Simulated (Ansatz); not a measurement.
LiTaO3:
```cif
data_LiO3Ta
_chemical_formula_sum 'Ta1 Li1 O3'
_space_group_name_H-M_alt 'P4mm'
_space_group_IT_number 99
_space_group_name_Hall 'P 4 -2'
_cell_length_a 3.89392
_cell_length_b 3.89392
_cell_length_c 3.96118
_cell_angle_alpha 90.000
_cell_angle_beta 90.000
_cell_angle_gamma 90.000
loop_
_atom_site_label
_atom_site_type_symbol
_atom_site_symmetry_multiplicity
_atom_site_Wyckoff_symbol
_atom_site_fract_x
_atom_site_fract_y
_atom_site_fract_z
_atom_site_occupancy
Ta1 Ta 1 b 0.50000 0.50000 0.40579 1
Li1 Li 1 a 0.00000 0.00000 0.15865 1
O1 O 1 b 0.50000 0.50000 0.86665 1
O2 O 2 c 0.00000 0.50000 0.33746 1
```

Relaxed with LDA.

Question: Decompose the optical modes at the zone centre into irreducible representations, and say which are infrared and Raman allowed.

Answer: Point group 4mm: Γ_opt = 3A1 + B1 + 4E. Infrared: A1, E. Raman: A1, B1, E.

Question: Assign frequencies (DFPT, LDA (plane waves, PAW; program Ansatz); without the LO–TO term).

Answer: E 189, E 203, A1 216, B1 270, E 313, A1 313, E 628, A1 706 cm⁻¹.

Subscripts of B labels follow the axes of the standard setting.

The start of the workflow was typed in or built on a structure type; neither database checked (COD, Materials Project) lists it. It is not the phase usual at ambient conditions (space group No. 161). Symmetry was held in the LDA relaxation. At this level the phase is dynamically unstable (imaginary phonons). No spin polarisation was allowed. Scalar-relativistic: spin–orbit coupling is off unless named, which matters more the heavier the elements.

Potentials: the later of the program's two PAW sets.
